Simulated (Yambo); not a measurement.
Yambo run on CdBr₂ (space group R-3m, No. 166). The wavefunctions come from this Quantum ESPRESSO step (PBEsol, PseudoDojo standard norm-conserving files, scalar-relativistic):

```
&CONTROL
  calculation = 'nscf'
  pseudo_dir = './pseudo'
  outdir = './out'
/
&SYSTEM
  ibrav = 0
  nat = 3
  ntyp = 2
  ecutwfc = 102.0
  ecutrho = 408.0
  occupations = 'fixed'
  force_symmorphic = .true.
  nbnd = 132
/
&ELECTRONS
  conv_thr = 3.0000000000000004e-09
  diago_full_acc = .true.
  diago_thr_init = 1e-08
/
ATOMIC_SPECIES
Br 79.9040 Br.upf
Cd 112.4140 Cd.upf
CELL_PARAMETERS angstrom
  1.998590696840   1.153886876821   6.304485733000
 -1.998590696840   1.153886876821   6.304485733000
 -0.000000000000  -2.307773753641   6.304485733000
ATOMIC_POSITIONS crystal
Br   0.750000353900   0.750000353900   0.750000353900
Br   0.249999646100   0.249999646100   0.249999646100
Cd   0.000000000000   0.000000000000   0.000000000000
K_POINTS automatic
4 4 4 0 0 0
```

Yambo input:

```
rim_cut
gw0
dyson
el_el_corr
HF_and_locXC
ppa
em1d
RandQpts= 1000000
RandGvec= 1 Ry
EXXRLvcs= 102 Ry
VXCRLvcs= 408 Ry
Chimod= "HARTREE"
% BndsRnXp
 5 | 130 |
%
NGsBlkXp= 7 Ry
% LongDrXp
 1.0 | 1.0 | 1.0 |
%
PPAPntXp= 27.2114 eV
% GbndRnge
 1 | 130 |
%
GTermKind= "BG"
DysSolver= "n"
ExtendOut
% QPkrange
 1 | 1 | 17 | 18 |
 3 | 3 | 17 | 18 |
 7 | 7 | 17 | 18 |
 13 | 13 | 17 | 18 |
%
```

k points by index: 1 = Γ, 3 = L, 7 = F, 13 = Z.

Table of the .qp output:

```
#    K-point    Band    Eo [eV]    E [eV]    E-Eo [eV]    Vxc [eV]    Vnlxc [eV]    Sc|Eo [eV]    Sc|E [eV]    dSc/dw|Eo [eV]    Re(Z)    Im(Z)
#
    1    17    -0.143928    -1.222828    -1.078899    -14.25118    -17.84536    2.251408    2.515284    -6.654596    0.803500    -0.001395
    1    18    2.664584    3.309682    0.645098    -10.95444    -7.039845    -3.141881    -3.269500    -5.382471    0.834861    -0.001093
    3    17    -0.357350    -1.469418    -1.112068    -13.94584    -17.61619    2.285033    2.558284    -6.685475    0.802767    -0.001446
    3    18    3.975691    4.872452    0.896761    -12.52860    -8.044054    -3.400032    -3.587781    -5.696523    0.826894    -0.001071
    7    17    0.000000    -1.085917    -1.085917    -14.15654    -17.75695    2.248610    2.514488    -6.661751    0.803330    -0.001361
    7    18    3.315812    4.099086    0.783274    -11.48214    -7.262072    -3.280200    -3.436796    -5.439733    0.833397    -0.928249E-3
    13    17    -0.014499    -1.076890    -1.062390    -14.34495    -17.88010    2.214064    2.472760    -6.625359    0.804194    -0.001347
    13    18    3.969205    4.757575    0.788370    -12.52957    -8.308320    -3.264834    -3.432879    -5.799619    0.824311    -0.001138
```
(The two width columns are left out.) Convergence of these settings isn't established.

Spin-orbit coupling is not included.

Geometry relaxed with PBE+D3(BJ).
